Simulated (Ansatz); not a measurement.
All-electron LAPW in Ansatz 0.2.0 under PBE, scalar-relativistic, energies extrapolated to zero smearing. Slabs are 1×1 cells cut from bulk crystals relaxed on PAW files, with atoms then relaxed, 16 to 20 Å of vacuum, a dipole correction, k spacings of 0.16 to 0.26 Å⁻¹ and smearing of 0.02 to 0.1 eV, without spin–orbit coupling; Cr, Mn, Fe, Co, Ni, Eu and Gd start ferromagnetic, the others run without spin. The bulk type named needn't be the stable one, and no reconstruction is allowed.

```csv
slab,area (Å²),γ (J/m²),Φ (eV),Δd12 (%)
"bcc Fe (111), 5 layers",13.89,2.68,3.91,?
"bcc Fe (111), 1 layer",13.89,2.42,4.18,–
"bcc Fe (110), 4 layers",5.67,2.52,?,-0.6
```

Problem. Fill in "Δd12 (%)" for the row "bcc Fe (111), 5 layers".

Solution. -2.5.

Problem. Fill in "Φ (eV)" for the row "bcc Fe (110), 4 layers".

Solution. 4.80.
